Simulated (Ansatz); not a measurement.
## MgS (Fm-3m) under pressure

```yaml
crystal:
  lattice:
    - [2.59096, 2.59096, 0.00000]
    - [-2.59096, 2.59096, 0.00000]
    - [0.00000, 2.59096, 2.59096]
  atoms:
    - { symbol: Mg, position: [0.00000, 0.00000, 0.00000] }
    - { symbol: S, position: [0.50000, 0.50000, 0.00000] }
```

This is the zero-pressure cell under PBEsol. Cell and atoms are relaxed by PAW (default files of Ansatz 0.2.0, cutoff 420 eV, stress met within about 0.05 GPa) at each pressure, in this structure whether or not another phase would take over; P is the pressure reached, less that of this cell. Levels come from PBEsol, all-electron LAPW in Ansatz 0.2.0, scalar-relativistic; k mesh 8×8×8, fixed occupations, basis error target 0.5 meV/atom. Conduction levels are in eV over the valence top (at Γ), at fixed fractional wave vectors. Zone-centre phonons come from finite displacements by PAW, without the LO-TO term.

```csv
P (GPa),V/V₀,X,Γ,L,T1u TO (cm⁻¹)
-1.99,1.0272,2.675,3.483,4.372,224.2
0.00,1.0000,2.729,3.691,4.410,242.7
2.01,?,?,?,?,?
4.03,0.9543,2.820,4.072,4.473,274.6
7.03,0.9260,2.878,4.329,4.512,295.1
10.00,0.9016,2.928,4.566,4.545,313.5
15.00,0.8664,3.000,4.933,4.590,341.1
```

Problem. Fit the third-order Birch-Murnaghan equation to the rows shown.

Solution. With f = [(V₀/V)^(2/3) − 1]/2, the normalised pressure F = P/[3f(1 + 2f)^(5/2)] is 78.0 GPa at f = -0.0089, 78.3 GPa at f = 0.0158, 78.4 GPa at f = 0.0263, 78.4 GPa at f = 0.0358, 78.5 GPa at f = 0.0502. The line F = B₀[1 + (3/2)(B′ − 4)f] gives B₀ = 78.1 GPa and B′ = 4.1.

Problem. What are the volume deformation potentials and pressure coefficients of these levels at zero pressure?

Solution. 

```csv
level,dE/dlnV (eV),dE/dP = −(dE/dlnV)/B₀ (meV/GPa),mean slope up to 4.0 GPa (meV/GPa)
X,-1.99,25.5,22.8
Γ,-7.89,101.0,94.6
L,-1.39,17.8,15.7
```

dE/dlnV is the slope of a cubic fit in ln V at V₀. The last column is read from two rows and shows how the slope bends with pressure.

Problem. What mode Grüneisen parameters follow?

Solution. γ = −d ln ω/d ln V at V₀ from a quadratic fit in ln V: T1u 2.78.

Problem. Fill the row at 2.01 GPa.

Solution. The fits give V/V₀ = 0.9758 and X = 2.777 eV. Computed: V/V₀ = 0.9759, X = 2.777, Γ = 3.887, L = 4.444, T1u TO (cm⁻¹) = 259.3.

Keep in mind: no other phase was computed; many crystals of this kind change structure within this range, and rows or crossings beyond such a change describe a metastable lattice; the frozen-core PAW files of the relaxations were fitted under PBE, their cores solved anew for this functional; semilocal gaps are low, and the spacing of valleys can be off by tenths of an eV; levels are read at fixed fractional k, so an edge that moves off these points is missed.
